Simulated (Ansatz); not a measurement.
Consider the following.

Zr$_{2}$C:
```xyz
6
Lattice="3.6016 0.0000 0.0000 0.0000 3.6016 0.0000 0.0000 0.0000 6.9034" Properties=species:S:1:pos:R:3 pbc="T T T"
Zr     0.0000     0.0000     0.0000
Zr     1.8008     1.8008     0.0000
Zr     1.8008     0.0000     2.5530
Zr     0.0000     1.8008     4.3504
C      1.8008     0.0000     5.0342
C      0.0000     1.8008     1.8692
```

This is the PBEsol-relaxed structure.

Task: All from plane-wave PAW PBEsol (Ansatz code), unless another level is named. Estimate the electronic character.

Result: metallic (no gap).

Task: Next, the density of states at the Fermi level?

Result: 0.36 states/eV per atom (mean over ±0.08 eV).

Task: And the formation energy from the elements (no fitted shifts)?

Result: -0.008 eV/atom.

Task: What about the gap with spin–orbit coupling?

Result: none (metallic).

Space group P4/nmm. A made-up cell: these elements were put on the sites of a structure type; neither database checked (COD, Materials Project) lists it. Whether it is the stable phase at ambient conditions was not checked. The cell was relaxed with PBEsol under the symmetry of its start; its stability against distortions is not shown here. The run is not spin-polarised. The references are the lowest solids computed at this level, not always the standard phases. Spin–orbit coupling is left out wherever it is not named.

Potentials: the later of the program's two PAW sets.
